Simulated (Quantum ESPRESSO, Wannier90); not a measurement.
**Tight-binding from DFT: TaS₂ (CdI2 type)**

```xyz
3
Lattice="3.3829 0.0000 0.0000 -1.6914 2.9296 0.0000 0.0000 0.0000 6.1680" Properties=species:S:1:pos:R:3 pbc="T T T"
Ta     0.0000     0.0000     0.0000
S     -1.6914     0.9765    -1.5156
S      1.6914    -0.9765     1.5156
```

Structure: Materials Project mp-1690, symmetrised, not relaxed again. COD (Crystallography Open Database) has the formula in 4 space groups, this one among them (matched by group alone). Level: PBEsol, no spin polarisation, no spin-orbit coupling; pw.x of Quantum ESPRESSO at 47 Ry with PseudoDojo potentials, 12×12×6 k-points, Wannier90. Density: 12×12×6 mesh, cold smearing 0.01 Ry. The cell is built of weakly bound layers, chains or molecules, whose nearest atoms lie 3.70 Å apart. Database cells relaxed without dispersion often hold them too far apart, which can enlarge gaps and weakens couplings between them; spacing and stacking were not compared with the measured crystal. Spin-orbit coupling is left out although heavy elements are present.

A tight-binding model is made by disentanglement and projection with no localisation steps (num_iter = 0), so the 11 orbitals stay atom-like: hydrogen-like Ta: d; S: p, axes along x, y, z; frozen window up to 1.50 eV relative to the Fermi level. It follows pw.x to 0.8 meV rms for states up to 1.0 eV relative to the Fermi level. Matrix elements depend on this choice of orbitals and windows.

Question: What are the on-site energies relative to the Fermi level, and how fast do the hoppings decay?

Answer: 
| atom | orbitals | energy (eV) |
|---|---|---|
| Ta1 | dz2 | 0.14 |
| Ta1 | dxz dyz | 1.34 |
| Ta1 | dx2-y2 dxy | 0.47 |
| S2 | pz | -2.46 |
| S2 | px py | -2.38 |
| S3 | pz | -2.46 |
| S3 | px py | -2.38 |

| distance of the centres (Å) | largest modulus (eV) |
|---|---|
| 2–3 | 1.8 |
| 3–4 | 0.78 |
| 4–5 | 0.16 |
| 5–6 | 0.14 |
| 6–7 | 0.054 |
| 7–8 | 0.013 |
| 8–9 | 0.011 |
| 9–10 | 0.0042 |
| 10–11 | 0.0063 |
| 11–12 | 0.0021 |
| 12–13 | 0.0011 |
